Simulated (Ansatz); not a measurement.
An Ansatz (an electronic-structure program) run. Input:

Ansatz 0.2 input:
```yaml
crystal:
  lattice:
    - [0.0, 2.227590264, 2.227590264]
    - [2.227590264, 0.0, 2.227590264]
    - [2.227590264, 2.227590264, 0.0]
  atoms:
    - { symbol: Ga, position: [0.0, 0.0, 0.0] }
    - { symbol: N, position: [0.25, 0.25, 0.25] }
kpoints:
  mp_grid: { grid: [11, 11, 11] }
hamiltonian:
  xc: lda
  pseudopotentials: { azcp: { folder: ./paw }, kind: paw }
scf:
  occupations: { method: fixed }
elastic: { mode: relaxed_ion, stencil: two_point, amplitude: 0.005, f_tol: 0.0005 }
output: { polarization: {} }
```

Output (shortened):

```
Pseudopotential: Ga, paw, valence charge 13
Pseudopotential: N, paw, valence charge 5
Functional definition: SPW92
Crystal: 2 atoms, lattice volume = 22.107 Å³
Basis set: ecut = 420 eV, 411 PW (Γ)
Bands: 13, of which v1, the nominal top of the filled ones, is band 9 counted from 1 (8 counted from 0)
Symmetry: 24 space group operations
Space group: F-43m (ITA 216), of the structure as read, at distance tolerance 2.8e-5 Å
k-points: 56 of 1331 (time reversal used)
SCF 1 converged in 10 iterations: F = -4082.087781 eV  dr2 = 1.83e-15
Crystal: 2 atoms, lattice volume = 21.997 Å³
Symmetry: 8 space group operations
k-points: 126 of 1331 (time reversal used)
SCF 2 converged in 9 iterations: F = -4082.087280 eV  dr2 = 3.14e-15
Crystal: 2 atoms, lattice volume = 22.218 Å³
SCF 3 converged in 9 iterations: F = -4082.087303 eV  dr2 = 6.22e-16
Crystal: 2 atoms, lattice volume = 22.107 Å³
Symmetry: 4 space group operations
k-points: 216 of 1331 (time reversal used)
SCF 4 converged in 9 iterations: F = -4082.087437 eV  dr2 = 8.58e-14
relax step   1: F+E_penalty+E_count = -4082.08743667 eV  Δ(F+E_penalty+E_count) = +0.000e0 eV  max|allowed force component| = 4.517e-2 eV/Å  Δτ_max = 0.0000 Å  (9 SCF iters, accepted)
Crystal: 2 atoms, lattice volume = 22.107 Å³
SCF 5 converged in 8 iterations: F = -4082.087476 eV  dr2 = 6.43e-15
relax step   2: F+E_penalty+E_count = -4082.08747646 eV  Δ(F+E_penalty+E_count) = -3.979e-5 eV  max|allowed force component| = 3.159e-2 eV/Å  Δτ_max = 0.0005 Å  (8 SCF iters, accepted)
Crystal: 2 atoms, lattice volume = 22.107 Å³
SCF 6 converged in 8 iterations: F = -4082.087515 eV  dr2 = 4.11e-14
relax step   3: F+E_penalty+E_count = -4082.08751455 eV  Δ(F+E_penalty+E_count) = -3.809e-5 eV  max|allowed force component| = 1.609e-6 eV/Å  Δτ_max = 0.0012 Å  (8 SCF iters, accepted)
Crystal: 2 atoms, lattice volume = 22.107 Å³
SCF 7 converged in 2 iterations: F = -4082.087515 eV  dr2 = 9.54e-15
Crystal: 2 atoms, lattice volume = 22.107 Å³
SCF 8 converged in 9 iterations: F = -4082.087437 eV  dr2 = 8.25e-14
relax step   1: F+E_penalty+E_count = -4082.08743666 eV  Δ(F+E_penalty+E_count) = +0.000e0 eV  max|allowed force component| = 4.517e-2 eV/Å  Δτ_max = 0.0000 Å  (9 SCF iters, accepted)
Crystal: 2 atoms, lattice volume = 22.107 Å³
SCF 9 converged in 8 iterations: F = -4082.087476 eV  dr2 = 6.43e-15
relax step   2: F+E_penalty+E_count = -4082.08747646 eV  Δ(F+E_penalty+E_count) = -3.979e-5 eV  max|allowed force component| = 3.159e-2 eV/Å  Δτ_max = 0.0005 Å  (8 SCF iters, accepted)
Crystal: 2 atoms, lattice volume = 22.107 Å³
SCF 10 converged in 8 iterations: F = -4082.087515 eV  dr2 = 4.15e-14
relax step   3: F+E_penalty+E_count = -4082.08751455 eV  Δ(F+E_penalty+E_count) = -3.809e-5 eV  max|allowed force component| = 1.605e-6 eV/Å  Δτ_max = 0.0012 Å  (8 SCF iters, accepted)
Crystal: 2 atoms, lattice volume = 22.107 Å³
SCF 11 converged in 2 iterations: F = -4082.087515 eV  dr2 = 9.80e-15
SCF converged after 10 iterations
Free energy (F): -4082.087781 eV
Harris-Foulkes:  -4082.087781 eV  (|F-HF|=9.09e-13)
Internal energy: -4082.087781 eV  (E = F + TS)
E sigma→0 (E₀):  -4082.087781 eV
Fermi energy:    9.805733 eV
--- Per-component energies (eV) ---
  E_band       = -4.796561
  E_kinetic    = 241.786143
  E_local      = -1390.174403  (includes V_loc(G=0)·N_el)
  E_nonlocal   = -51.793219
  E_hartree    = 883.346052
  E_xc         = -121.846425
  E_vxc        = -131.439051  (∫ρ·V_xc dr)
  E_paw        = -2039.315800  (= ΣΔE_a)
  E_vpaw       = -439.868772  (= ΣTr[D̂ρ^β])
  E_aug_tail   = 0.000639  (compensation charges beyond the density's cutoff)
  E_ewald      = -1605.899294
  E_core_change = 1.808525  (= ΣΔE_core)
  E_smearing   =  0.000000  (= −TS)
  E_closure    =  0.000000  (closes the sum)
  Σ components = -4082.087781   (vs F -4082.087781, Δ=0.00e0)
--- Forces (eV/Å), atoms counted from 1 ---
  atom   1  Ga     0.00000000     0.00000000     0.00000000
  atom   2  N      0.00000000     0.00000000     0.00000000
  max |Σ_I F_I| component: 3.24e-16 eV/Å
--- Stress (GPa, compression-positive) ---
        0.002661       0.000000       0.000000
        0.000000       0.002661       0.000000
        0.000000       0.000000       0.002661
  P = ⅓ Tr σ = 0.0027 GPa (0.027 kbar)
--- Band table (eV; the first three rows and the last of 56) ---
  k-point 0: bands = ["-6.3056", "-3.8182", "-3.8182", "-3.8182", "-3.4680", "-3.4680", "9.8057", "9.8057", "9.8057", "11.7671", "20.1477", "20.1477", "20.1477"]
  k-point 1: bands = ["-6.2068", "-3.8058", "-3.8058", "-3.7869", "-3.4694", "-3.4694", "8.8748", "9.7110", "9.7110", "12.4764", "19.7179", "20.2920", "20.2920"]
  k-point 2: bands = ["-5.9492", "-3.7755", "-3.7755", "-3.6570", "-3.4694", "-3.4694", "7.2189", "9.4716", "9.4716", "13.4686", "18.9829", "20.5560", "20.5560"]
  k-point 55: bands = ["-5.1731", "-3.6712", "-3.6186", "-3.4690", "-3.4515", "-1.3124", "3.8583", "5.5675", "6.4894", "15.9229", "18.2134", "20.1482", "21.2426"]
--- Elastic constants: 2 strain directions × 2 members + reference (group order 24) ---
  dense FFT box of the reference and of every strained cell: 24×24×24
  strains applied: 11, 23; error gains: componentwise 1.00 (the most a stress slope's error grows in a printed constant), spectral 1.73 (1 for all six strains …
  C = ∂σ_k/∂η_j (tension-positive GPa; Voigt order 11 22 33 23 13 12):
       289.296    158.644    158.644      0.000      0.000      0.000
       158.644    289.296    158.644      0.000      0.000      0.000
       158.644    158.644    289.296      0.000      0.000      0.000
         0.000      0.000      0.000    161.290      0.000      0.000
         0.000      0.000      0.000      0.000    161.290      0.000
         0.000      0.000      0.000      0.000      0.000    161.290
  reference stress σ⁰ (GPa):     -0.003     -0.003     -0.003      0.000      0.000      0.000
  moduli (Voigt/Reuss/Hill, GPa): K = 202.19/202.19/202.19   G = 122.90/101.59/112.25   E = 284.16   ν = 0.266
  mechanically stable: yes (min eigenvalue of sym C = 130.65 GPa)
  e, the proper piezoelectric tensor (elastic.mode: relaxed_ion; C/m²; rows x y z; Voigt order 11 22 33 23 13 12):
       0.00000    0.00000    0.00000    0.43113    0.00000    0.00000
       0.00000    0.00000    0.00000    0.00000    0.43113    0.00000
       0.00000    0.00000    0.00000    0.00000    0.00000    0.43113
  ±, each entry's uncertainty from the finite density of the strings (C/m²), an estimate: the size of the correction for it that the entry includes:
       0.00000    0.00000    0.00000    0.00374    0.00000    0.00000
       0.00000    0.00000    0.00000    0.00000    0.00374    0.00000
       0.00000    0.00000    0.00000    0.00000    0.00000    0.00374
  strain η (Voigt 11):  stress-route row diagonal C_11 = 289.30 GPa, energy-path curvature d²(F+E_count+ΔE)/dδ²/Ω₀ = 289.28 GPa
         δ    σ_11 (GPa)             F (eV)   n_scf  n_hpsi   n_pw
    -5.000e-3      -1.4553       -4082.0872804       9   36181    444   relax 0 steps, max|allowed force component| 2.78e-17 eV/Å
     5.000e-3       1.4376       -4082.0873030       9   36327    448   relax 0 steps, max|allowed force component| 1.39e-17 eV/Å
  strain η (Voigt 23):  stress-route row diagonal C_44 = 161.29 GPa, energy-path curvature d²(F+E_count+ΔE)/dδ²/Ω₀ = 161.34 GPa
         δ    σ_23 (GPa)             F (eV)   n_scf  n_hpsi   n_pw
    -5.000e-3      -0.8064       -4082.0875146       2   25556    444   relax 3 steps, max|allowed force component| 1.61e-6 eV/Å
     5.000e-3       0.8065       -4082.0875146       2   25575    444   relax 3 steps, max|allowed force component| 1.60e-6 eV/Å
--- Formal polarisation (Berry phase): one branch of a lattice of values; only differences between neighbouring runs are physical ---
  axis  mesh            electronic          ionic      p = total  spread (rad)  least overlap  resolved gap  δp at fixed H ≤   (phases in cycles; p mod 1 …
  b1    11×11×11        0.00000000     1.25000000     1.25000000      0.169042         0.8934        1.9614           2.5e-6
  b2    11×11×11        0.00000000     1.25000000     1.25000000      0.169042         0.8934        1.9614           2.5e-6
  b3    11×11×11        0.00000000     1.25000000     1.25000000      0.169042         0.8934        1.9614           2.5e-6
  quantum along a1:   0.14249984 e/Å² =   228.309916 µC/cm²
  quantum along a2:   0.14249984 e/Å² =   228.309916 µC/cm²
  quantum along a3:   0.14249984 e/Å² =   228.309916 µC/cm²
  P = (  0.25190651,   0.25190651,   0.25190651) e/Å² = (  403.598724,   403.598724,   403.598724) µC/cm²  (mod the quanta)
```

Cost: about 50 core-seconds (a rough figure) on shared cores.

Symmetry was held in the LDA relaxation. Spin–orbit coupling is left out wherever it is not named.

Potentials: the earlier of the program's two PAW sets. The files were generated under PBE; for other functionals the program regenerates the frozen cores, and for LDA and PBEsol the local potential too.

Ansatz is a plane-wave DFT program.
